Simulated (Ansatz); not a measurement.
## Cs2ScTlBr6: frozen normal mode

Theory: Ansatz, DFT PBEsol, scalar-relativistic, plane waves, PAW. The runs took a 420 eV cutoff, a Γ-centred 4×4×4 mesh and Gaussian smearing (0.05 eV). Spin–orbit coupling is left out, which matters for the heavy elements here. No spin polarisation. Energies are free energies at this smearing, counted from the undisturbed cell; pressure is positive in compression.

The undisturbed cell (relaxed at this level; it needn't be the usual structure):

```
CELL_PARAMETERS angstrom
0.00000 5.72624 5.72624
5.72624 0.00000 5.72624
5.72624 5.72624 0.00000
ATOMIC_POSITIONS crystal
Cs 0.75000 0.75000 0.75000
Cs 0.25000 0.25000 0.25000
Sc 0.00000 0.00000 0.00000
Tl 0.50000 0.50000 0.50000
Br 0.77093 0.22907 0.22907
Br 0.22907 0.22907 0.77093
Br 0.22907 0.77093 0.77093
Br 0.22907 0.77093 0.22907
Br 0.77093 0.22907 0.77093
Br 0.77093 0.77093 0.22907
```

A zone-centre mode of this cell is frozen in: each atom moves by x times its row below, so x is the largest displacement.
```
atom ux uy uz
 Cs1   0.000   0.000  0.000
 Cs2   0.000   0.000  0.000
 Sc3   0.000   0.000  0.000
 Tl4   0.000   0.000  0.000
 Br5   0.000   1.000  0.000
 Br6   0.000   0.000  0.000
 Br7   0.000  -1.000  0.000
 Br8  -1.000   0.000  0.000
 Br9   1.000   0.000  0.000
Br10   0.000   0.000  0.000
```

| x (Å) | ΔE (meV/cell) | force along the mode (eV/Å) | pressure (GPa) | gap on the mesh (eV) |
| --- | --- | --- | --- | --- |
| -0.4000 | -45.6 | -0.11 | -0.2 | 2.80 |
| -0.2000 | -16.0 | -0.14 | -0.1 | 2.81 |
| 0.0000 | 0.0 | 0.00 | 0.0 | 2.82 |
| 0.0500 | -1.1 | 0.04 | 0.0 | 2.82 |
| 0.1000 | -4.3 | 0.08 | 0.0 | 2.82 |
| 0.1500 | -9.4 | 0.12 | 0.0 | 2.82 |
| 0.2500 | -23.7 | 0.16 | -0.1 | 2.81 |
| 0.3000 | -31.7 | 0.16 | -0.1 | 2.81 |
| 0.3500 | -39.3 | 0.14 | -0.2 | 2.80 |

By symmetry 0.4000 repeats -0.4000, -0.3000 repeats 0.3000, 0.2000 repeats -0.2000, -0.1000 repeats 0.1000 in energy, with the opposite slope along the path. All sampled points lie below the start, which is a maximum along this line.